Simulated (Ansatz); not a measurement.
One crystal and one scan (frozen-phonon scan) at two levels, PBE (plane waves to 420 eV, PAW, scalar-relativistic; Ansatz, a program for electronic structure) and LDA (plane waves to 420 eV, PAW, scalar-relativistic; Ansatz), each from its own relaxed cell and on its own mesh. The cell shown is that of PBE.

ZnAu (CsCl type)

```xyz
4
Lattice="6.3735 0.0000 0.0000 0.0000 3.1868 0.0000 0.0000 0.0000 3.1868" Properties=species:S:1:pos:R:3 pbc="T T T"
Zn     1.5934     1.5934     1.5934
Zn     4.7802     1.5934     1.5934
Au     0.0000     0.0000     0.0000
Au     3.1868     0.0000     0.0000
```

A phonon eigenvector at X = (0.5, 0.0, 0.0) is frozen into this cell: atom i moves by Q times the vector below, so Q is the largest atomic displacement, in Å. The cell is held. (q is in reciprocal vectors of the primitive cell; the cell shown is doubled to hold the pattern.)

```json
[
 {"atom": "Au3", "x": "1.000", "y": "0.000", "z": "0.000"},
 {"atom": "Au4", "x": "-1.000", "y": "0.000", "z": "0.000"}
]
```

Atoms not listed stay in place.

Spin-orbit coupling is left out, though Au is heavy. ZnAu was relaxed with its symmetry unable to fall. With partly filled bands, energies and forces of such displacements shift with the k mesh and the smearing. Both scans cover Q from -0.280 to 0.280 Å.

ΔE (meV/cell), each from the undisplaced structure of its own level:

```json
[
 {"Q (Å)": "-0.280", "PBE": "639", "LDA": "855"},
 {"Q (Å)": "-0.233", "PBE": "407", "LDA": "541"},
 {"Q (Å)": "-0.187", "PBE": "243", "LDA": "321"},
 {"Q (Å)": "-0.140", "PBE": "130", "LDA": "withheld"},
 {"Q (Å)": "-0.093", "PBE": "55", "LDA": "73"},
 {"Q (Å)": "-0.047", "PBE": "14", "LDA": "18"},
 {"Q (Å)": "0.000", "PBE": "0", "LDA": "0"},
 {"Q (Å)": "0.047", "PBE": "14", "LDA": "18"},
 {"Q (Å)": "0.093", "PBE": "55", "LDA": "73"},
 {"Q (Å)": "0.140", "PBE": "130", "LDA": "withheld"},
 {"Q (Å)": "0.187", "PBE": "243", "LDA": "321"},
 {"Q (Å)": "0.233", "PBE": "407", "LDA": "541"},
 {"Q (Å)": "0.280", "PBE": "639", "LDA": "855"}
]
```

**Question.** Estimate the LDA value at -0.140 from the PBE value there and the ratio of the two levels in the two nearest given rows on that side of the minimum.

**Answer.** At -0.187 and -0.093 the ratio LDA/PBE averages 1.324, which gives 1.324 × 130 = 172 meV/cell. The calculation gives 170 meV/cell, +30.8 % against PBE.

(For displaced atoms, the force is minus the slope of the energy, and its curvature is a force constant, which sets phonon frequencies.)
